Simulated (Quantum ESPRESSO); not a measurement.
## Band energies of K2PtC2

```xyz
5
Lattice="5.1383 0.0000 0.0000 -2.5692 4.4499 0.0000 0.0000 0.0000 5.1945" Properties=species:S:1:pos:R:3 pbc="T T T"
C      0.0000     0.0000     4.5602
C      0.0000     0.0000     0.6343
K      0.0000     2.9666     4.0426
K      2.5692     1.4833     1.1519
Pt     0.0000     0.0000     2.5973
```

PBEsol (pw.x of Quantum ESPRESSO, ONCV potentials, scalar-relativistic); path ΓMKΓALHA,LM,KH; energies in eV from the valence-band maximum.

```csv
k (1/Å),point,band 18,band 19,band 20,band 21,band 22,band 23,band 24,band 25
0.00,Γ,-2.56,-2.56,-2.41,-1.47,-1.47,3.64,4.10,5.21
0.24,,-2.58,-2.55,-2.14,-1.48,-1.44,3.15,3.90,4.83
0.47,,-2.61,-2.53,-1.80,-1.48,-1.38,2.42,3.65,4.38
0.71,M,-2.63,-2.52,-1.73,-1.41,-1.36,2.10,3.53,4.21
1.11,K,-2.56,-2.56,-1.51,-1.45,-1.45,2.54,2.54,5.00
1.32,,-2.59,-2.54,-1.61,-1.51,-1.37,2.32,3.07,4.63
1.52,,-2.60,-2.54,-1.86,-1.50,-1.40,2.62,3.59,4.60
1.93,Γ,-2.56,-2.56,-2.41,-1.47,-1.47,3.64,4.10,5.21
2.13,,-2.36,-1.77,-1.77,-1.46,-1.46,3.49,4.04,4.04
2.33,,-2.27,-1.47,-1.47,-0.69,-0.69,2.80,2.80,3.35
2.53,A,-2.24,-1.48,-1.48,0.00,0.00,2.05,2.05,3.31
2.71,,-2.18,-1.48,-1.46,-0.01,-0.01,1.88,2.08,3.46
2.89,,-2.02,-1.48,-1.42,-0.03,-0.02,1.48,2.14,3.83
3.06,,-1.84,-1.46,-1.38,-0.05,-0.03,1.06,2.21,4.23
3.24,L,-1.77,-1.43,-1.36,-0.06,-0.04,0.88,2.23,4.44
3.44,,-1.71,-1.44,-1.39,-0.07,-0.06,1.04,1.94,4.54
3.65,H,-1.62,-1.44,-1.44,-0.07,-0.07,1.43,1.43,4.57
3.81,,-1.69,-1.47,-1.39,-0.07,-0.06,1.21,1.77,4.44
4.14,,-2.05,-1.49,-1.43,-0.03,-0.02,1.58,2.09,3.77
4.30,,-2.19,-1.48,-1.46,-0.01,0.00,1.91,2.07,3.44
4.46,A,-2.24,-1.48,-1.48,0.00,0.00,2.05,2.05,3.31
4.46,L,-1.77,-1.43,-1.36,-0.06,-0.04,0.88,2.23,4.44
4.61,,-1.74,-1.43,-1.36,-0.61,-0.43,1.36,2.62,4.16
4.76,,-1.73,-1.44,-1.41,-1.37,-1.18,1.89,3.34,3.79
4.92,,-2.18,-1.96,-1.72,-1.41,-1.35,2.08,3.59,3.96
5.07,M,-2.63,-2.52,-1.73,-1.41,-1.36,2.10,3.53,4.21
5.07,K,-2.56,-2.56,-1.51,-1.45,-1.45,2.54,2.54,5.00
5.22,,-2.09,-2.09,-1.51,-1.44,-1.44,2.53,2.53,4.64
5.37,,-1.54,-1.51,-1.51,-1.26,-1.26,2.34,2.34,4.28
5.67,H,-1.62,-1.44,-1.44,-0.07,-0.07,1.43,1.43,4.57
```

The PBEsol gap is indirect, 0.88 eV, from A to L; the smallest direct gap is 0.91 eV.

Without spin-orbit coupling, band edges of such heavy elements can be off by tenths of an eV.

Geometry of the Materials Project entry, not relaxed at this level.

The structure is a Materials Project entry; no match was found in the copy of COD used, and its stability was not checked.
